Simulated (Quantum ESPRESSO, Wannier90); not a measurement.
Au (bcc (W type), model phase): Wannier90 run

Cell from Materials Project (mp-2647062), symmetrised, no further relaxation. This isn't the element's usual structure (fcc); take it as a model of another phase. Level: PBEsol, no spin polarisation, no spin-orbit coupling; pw.x of Quantum ESPRESSO at 61 Ry with PseudoDojo potentials, 10×10×10 k-points, Wannier90. Density: 18×18×18 mesh, cold smearing 0.01 Ry. Spin-orbit coupling is left out although heavy elements are present.

On the energy scale of pw.x, whose zero is arbitrary, the Fermi level lies at 18.74 eV.

Input w.win:

```
num_bands = 1
num_wann = 1
exclude_bands = 2-21
num_iter = 800
conv_tol = 1.0e-6
conv_window = 4
write_hr = true
write_u_matrices = true
auto_projections = true
begin unit_cell_cart
ang
   -1.6572700000    1.6572700000    1.6572700000
    1.6572700000   -1.6572700000    1.6572700000
    1.6572700000    1.6572700000   -1.6572700000
end unit_cell_cart
begin atoms_frac
Au   0.0000000000  0.0000000000  0.0000000000
end atoms_frac
mp_grid = 10 10 10
begin kpoints
0.0000000000 0.0000000000 0.0000000000
0.0000000000 0.0000000000 0.1000000000
0.0000000000 0.0000000000 0.2000000000
... (997 more lines: the 10x10x10 mesh through Gamma)
end kpoints
```

Input of pw2wannier90.x that gives the overlap and projection files (equivalent; here they were cut from one run over all bands):

```
&inputpp
  outdir = './out'
  prefix = 'pwscf'
  seedname = 'w'
  write_amn = .true.
  write_mmn = .true.
  atom_proj = .true.
  atom_proj_exclude = 2 3 4 5 6 7 8 9 10
/
```

Output w.wout (banner and timings cut):

```
                                    ------
                                    SYSTEM
                                    ------

                              Lattice Vectors (Ang)
                    a_1    -1.657270   1.657270   1.657270
                    a_2     1.657270  -1.657270   1.657270
                    a_3     1.657270   1.657270  -1.657270

                   Unit Cell Volume:      18.20706  (Ang^3)

                        Reciprocal-Space Vectors (Ang^-1)
                    b_1     0.000000   1.895643   1.895643
                    b_2     1.895643   0.000000   1.895643
                    b_3     1.895643   1.895643   0.000000

 *----------------------------------------------------------------------------*
 |   Site       Fractional Coordinate          Cartesian Coordinate (Ang)     |
 +----------------------------------------------------------------------------+
 | au   1   0.00000   0.00000   0.00000   |    0.00000   0.00000   0.00000    |
 *----------------------------------------------------------------------------*
                                ------------
                                K-POINT GRID
                                ------------

             Grid size = 10 x 10 x 10      Total points = 1000

 *---------------------------------- MAIN ------------------------------------*
 |  Number of Wannier Functions               :                 1             |
 |  Number of Objective Wannier Functions     :                 1             |
 |  Number of input Bloch states              :                 1             |
 |  Output verbosity (1=low, 5=high)          :                 1             |
 |  Timing Level (1=low, 5=high)              :                 1             |
 |  Optimisation (0=memory, 3=speed)          :                 3             |
 |  Length Unit                               :               Ang             |
 |  Post-processing setup (write *.nnkp)      :                 F             |
 |  Using Gamma-only branch of algorithms     :                 F             |
 *----------------------------------------------------------------------------*
 *------------------------------- WANNIERISE ---------------------------------*
 |  Total number of iterations                :               800             |
 |  Number of CG steps before reset           :                 5             |
 |  Trial step length for line search         :             2.000             |
 |  Convergence tolerence                     :         0.100E-05             |
 |  Convergence window                        :                 4             |
 |  Iterations between writing output         :                 1             |
 |  Iterations between backing up to disk     :               100             |
 |  Write r^2_nm to file                      :                 F             |
 |  Write xyz WF centres to file              :                 F             |
 |  Write on-site energies <0n|H|0n> to file  :                 F             |
 |  Use guiding centre to control phases      :                 F             |
 |  Use phases for initial projections        :                 F             |
 *----------------------------------------------------------------------------*
 *-------------------------------- PLOTTING ----------------------------------*
 |  Plotting Hamiltonian in WF basis          :                 T             |
 *----------------------------------------------------------------------------*

 *---------------------------------- K-MESH ----------------------------------*
 +----------------------------------------------------------------------------+
 |                    Distance to Nearest-Neighbour Shells                    |
 |                    ------------------------------------                    |
 |          Shell             Distance (Ang^-1)          Multiplicity         |
 |          -----             -----------------          ------------         |
 |             1                   0.268084                     12            |
 |             2                   0.379129                      6            |
 |             3                   0.464336                     24            |
 |             4                   0.536169                     12            |
 |             5                   0.599455                     24            |
 |             6                   0.656670                      8            |
 |             7                   0.709285                     48            |
 |             8                   0.758257                      6            |
       ... (lines left out)
 +----------------------------------------------------------------------------+
 | The b-vectors are chosen automatically                                     |
 | The following shells are used:                       1                     |
 +----------------------------------------------------------------------------+
 |                        Shell   # Nearest-Neighbours                        |
 |                        -----   --------------------                        |
 |                          1              12                                 |
 +----------------------------------------------------------------------------+
 | Completeness relation is fully satisfied [Eq. (B1), PRB 56, 12847 (1997)]  |
 +----------------------------------------------------------------------------+
 |                  b_k Vectors (Ang^-1) and Weights (Ang^2)                  |
 |                  ----------------------------------------                  |
 |            No.         b_k(x)      b_k(y)      b_k(z)        w_b           |
 |            ---        --------------------------------     --------        |
 |             1         0.189564    0.189564    0.000000     3.478538        |
 |             2         0.189564    0.000000    0.189564     3.478538        |
 |             3         0.000000    0.189564    0.189564     3.478538        |
 |             4        -0.189564   -0.189564    0.000000     3.478538        |
 |             5         0.000000   -0.189564    0.189564     3.478538        |
 |             6        -0.189564    0.000000    0.189564     3.478538        |
 |             7        -0.189564    0.000000   -0.189564     3.478538        |
 |             8         0.000000    0.189564   -0.189564     3.478538        |
 |             9        -0.189564    0.189564    0.000000     3.478538        |
 |            10         0.000000   -0.189564   -0.189564     3.478538        |
 |            11         0.189564    0.000000   -0.189564     3.478538        |
 |            12         0.189564   -0.189564    0.000000     3.478538        |
 +----------------------------------------------------------------------------+
 |                           b_k Directions (Ang^-1)                          |
 |                           -----------------------                          |
 |            No.           x           y           z                         |
 |            ---        --------------------------------                     |
 |             1         0.189564    0.189564    0.000000                     |
 |             2         0.189564    0.000000    0.189564                     |
 |             3         0.000000    0.189564    0.189564                     |
 |             4         0.000000   -0.189564    0.189564                     |
 |             5        -0.189564    0.000000    0.189564                     |
 |             6        -0.189564    0.189564    0.000000                     |
 +----------------------------------------------------------------------------+

 Starting a new Wannier90 calculation ...

 Reading overlaps from w.mmn

 Reading projections from w.amn

 *------------------------------- WANNIERISE ---------------------------------*
 +--------------------------------------------------------------------+<-- CONV
 | Iter  Delta Spread     RMS Gradient      Spread (Ang^2)            |<-- CONV
 +--------------------------------------------------------------------+<-- CONV

 ------------------------------------------------------------------------------
 Initial State
  WF centre and spread    1  (  0.000000, -0.000000, -0.000000 )     0.26223756
  Sum of centres and spreads (  0.000000, -0.000000, -0.000000 )     0.26223756

      0     0.262E+00     0.0000000000        0.2622375624  <-- CONV
        O_D=      0.0000000 O_OD=      0.0000000 O_TOT=      0.2622376 <-- SPRD
 ------------------------------------------------------------------------------
      1     0.000E+00     0.0000000000        0.2622375624  <-- CONV
        O_D=      0.0000000 O_OD=      0.0000000 O_TOT=      0.2622376 <-- SPRD
      2     0.000E+00     0.0000000000        0.2622375624  <-- CONV
        O_D=      0.0000000 O_OD=      0.0000000 O_TOT=      0.2622376 <-- SPRD
      3     0.000E+00     0.0000000000        0.2622375624  <-- CONV
        O_D=      0.0000000 O_OD=      0.0000000 O_TOT=      0.2622376 <-- SPRD
      4     0.000E+00     0.0000000000        0.2622375624  <-- CONV
        O_D=      0.0000000 O_OD=      0.0000000 O_TOT=      0.2622376 <-- SPRD
             <<<     Delta < 1.000E-06  over  4 iterations     >>>
             <<< Wannierisation convergence criteria satisfied >>>
 Final State
  WF centre and spread    1  (  0.000000, -0.000000, -0.000000 )     0.26223756
  Sum of centres and spreads (  0.000000, -0.000000, -0.000000 )     0.26223756

         Spreads (Ang^2)       Omega I      =     0.262237562
        ================       Omega D      =     0.000000000
                               Omega OD     =     0.000000000
    Final Spread (Ang^2)       Omega Total  =     0.262237562
```
